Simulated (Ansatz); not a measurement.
PbI2 (CdI2 type)

```
CELL_PARAMETERS angstrom
      4.55901     0.00000     0.00000
     -2.27951     3.94822     0.00000
      0.00000     0.00000     6.97266
ATOMIC_POSITIONS crystal
  Pb 0.00000 0.00000 0.00000
  I  0.33333 0.66667 0.27094
  I  0.66667 0.33333 0.72906
```

The relaxed cell is deformed in two ways at once: its volume V is scaled, and at that volume it is stretched along z (the c axis of the conventional cell) so that c/a changes. Fractional atomic positions are held.

Method: PBE-D3(BJ) (plane waves to 420 eV, PAW, scalar-relativistic; Ansatz, an electronic-structure program). k mesh 8×8×5 (Γ-centred), Fermi-Dirac smearing 0.05 eV. Compression counts positive. As the atoms are clamped, bonds stretch with the cell, which overstates energies and stresses. PbI2 was relaxed with its symmetry unable to fall. Spin-orbit coupling is left out, though I and Pb are heavy.

At one point of the scan the stress tensor (GPa) is:

```
  -0.08     0.00     0.00
   0.00    -0.08     0.00
   0.00     0.00    -1.19
```

Task: Which point is it?
A. V/V₀ = 1.013, (c/a)/(c/a)₀ = 1.040
B. V/V₀ = 1.040, (c/a)/(c/a)₀ = 0.920
C. V/V₀ = 1.013, (c/a)/(c/a)₀ = 1.080
D. V/V₀ = 1.000, (c/a)/(c/a)₀ = 1.120

Result: C, V/V₀ = 1.013, (c/a)/(c/a)₀ = 1.080

(Under strain, the slope of the energy per volume gives the stress and its curvature an elastic modulus.)
